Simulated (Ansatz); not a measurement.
AlN:
```cif
data_AlN
_chemical_formula_sum 'Al1 N1'
_space_group_name_H-M_alt 'P 1'
_space_group_IT_number 1
_cell_length_a 2.85513
_cell_length_b 2.85513
_cell_length_c 2.85513
_cell_angle_alpha 60.000
_cell_angle_beta 60.000
_cell_angle_gamma 60.000
loop_
_space_group_symop_operation_xyz
  'x, y, z'
loop_
_atom_site_label
_atom_site_type_symbol
_atom_site_fract_x
_atom_site_fract_y
_atom_site_fract_z
_atom_site_occupancy
Al1 Al 0.00000 0.00000 0.00000 1
N1 N 0.50000 0.50000 0.50000 1
```

Relaxed with r²SCAN. Independent-particle spectrum: no excitons, no local fields, no scissors shift; 0.1 eV broadening; ε₁ of the summed bands alone.

### Question
Tabulate the dielectric function from plane-wave PAW r²SCAN (Ansatz code).

### Answer


| E (eV) | ε₁ xx | ε₂ xx |
|---|---|---|
| 0.0 | 4.64 | 0.00 |
| 0.3 | 4.64 | 0.00 |
| 0.6 | 4.65 | 0.00 |
| 0.9 | 4.66 | 0.00 |
| 1.2 | 4.68 | 0.00 |
| 1.5 | 4.71 | 0.00 |
| 1.8 | 4.75 | 0.00 |
| 2.1 | 4.79 | 0.00 |
| 2.4 | 4.83 | 0.00 |
| 2.7 | 4.89 | 0.00 |
| 3.0 | 4.96 | 0.00 |
| 3.3 | 5.03 | 0.00 |
| 3.6 | 5.12 | 0.00 |
| 3.9 | 5.21 | 0.00 |
| 4.2 | 5.33 | 0.00 |
| 4.5 | 5.46 | 0.00 |
| 4.8 | 5.61 | 0.00 |
| 5.1 | 5.78 | 0.00 |
| 5.4 | 5.99 | 0.00 |
| 5.7 | 6.24 | 0.00 |
| 6.0 | 6.54 | 0.00 |
| 6.3 | 6.93 | 0.00 |
| 6.6 | 7.52 | 0.16 |
| 6.9 | 7.91 | 0.42 |
| 7.2 | 8.42 | 0.58 |
| 7.5 | 9.13 | 0.73 |
| 7.8 | 10.27 | 0.92 |
| 8.1 | 12.93 | 2.07 |
| 8.4 | 12.62 | 5.71 |
| 8.7 | 12.40 | 7.34 |
| 9.0 | 11.98 | 9.99 |
| 9.3 | 10.17 | 12.14 |
| 9.6 | 8.60 | 14.17 |
| 9.9 | 3.98 | 18.94 |
| 10.2 | -3.13 | 13.62 |
| 10.5 | -3.31 | 10.08 |
| 10.8 | -2.94 | 7.31 |
| 11.1 | -2.03 | 5.77 |
| 11.4 | -0.89 | 4.71 |
| 11.7 | 0.60 | 5.23 |
| 12.0 | 0.10 | 6.22 |

### Question
From ε at 8.5 eV (xx: 12.42 + 6.13i), find n, k, the normal reflectivity and the absorption coefficient.

### Answer
n = 3.62, k = 0.846, R = 34 %, α = 2kE/ħc = 730000 cm⁻¹.

With all bands, ε∞ without local fields is 4.71.

Space group Fm-3m (rock salt). This is a known high-pressure phase of the composition, computed here at zero pressure and temperature. The cell was relaxed with r²SCAN under the symmetry of its start; its stability against distortions is not shown here. The volume moved by -16 % from the start of the relaxation.

Potentials: the later of the program's two PAW sets.
